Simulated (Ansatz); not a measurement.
Li:
```xyz
12
Lattice="7.6835 -2.8802 0.0000 7.6835 2.8802 0.0000 0.0000 0.0000 5.5153" Properties=species:S:1:pos:R:3 pbc="T T T"
Li     7.6835     1.4403     2.7582
Li     7.6835    -1.4403     2.7571
Li     7.6835     1.4399     0.0006
Li     7.6835    -1.4399     5.5147
Li    10.1508     0.5131     4.1364
Li     5.2161    -0.5131     1.3788
Li    12.8995    -0.5131     1.3788
Li     2.4674     0.5131     4.1365
Li    10.1508    -0.5131     1.3788
Li     5.2161     0.5131     4.1364
Li    12.8995     0.5131     4.1365
Li     2.4674    -0.5131     1.3788
```

Relaxed with PBEsol. Special points in fractions of this cell's reciprocal vectors: Γ (0.000, 0.000, 0.000); Y (0.500, 0.500, 0.000); F0 (0.285, 0.715, 0.000); Δ0 (-0.285, 0.285, 0.000); Z (0.000, 0.000, 0.500); B0 (-0.285, 0.285, 0.500); G0 (0.285, 0.715, 0.500); T (0.500, 0.500, 0.500); S (0.000, 0.500, 0.000); R (0.000, 0.500, 0.500).

Problem. List the band energies nearest the Fermi level at these points for PBEsol (plane waves, PAW; program Ansatz).

Solution. In eV from the Fermi level; about four levels below and three above (degenerate sets whole), none deeper than 8.9 eV; points with the same levels are listed once.

```tsv
k	below	above
Γ	-1.65 -0.24 -0.23 -0.09	0.05 0.83 0.88
Y	-0.40 -0.21 -0.19 -0.14	0.07 0.93 1.19
F0	-2.43 -2.36 -0.53 -0.49	0.62 0.68 0.81
Z	-0.72 -0.72 -0.68 -0.68	0.52 0.52 0.77 0.77
B0	-1.50 -1.50 -1.42 -1.42	0.43 0.43 0.52 0.52
T	-2.19 -2.19 -2.07 -2.07	0.16 0.16 1.01 1.01
S	-2.56 -2.56 -1.59 -1.59	0.22 0.22 0.88 0.88
R	-0.64 -0.64 -0.64 -0.64	1.26 1.26 1.26 1.26
```

Space group Pmma. The first step of the workflow began from a Materials Project structure, measured or hypothetical; the Crystallography Open Database copy checked does not list it. It is not the phase usual at ambient conditions (space group No. 229). The cell was relaxed with PBEsol under the symmetry of its start; whether a distortion lowers the energy is not shown. Point labels and valley counts follow the cell and symmetry of the run, lower than the named group.

Potentials: the later of the program's two PAW sets.
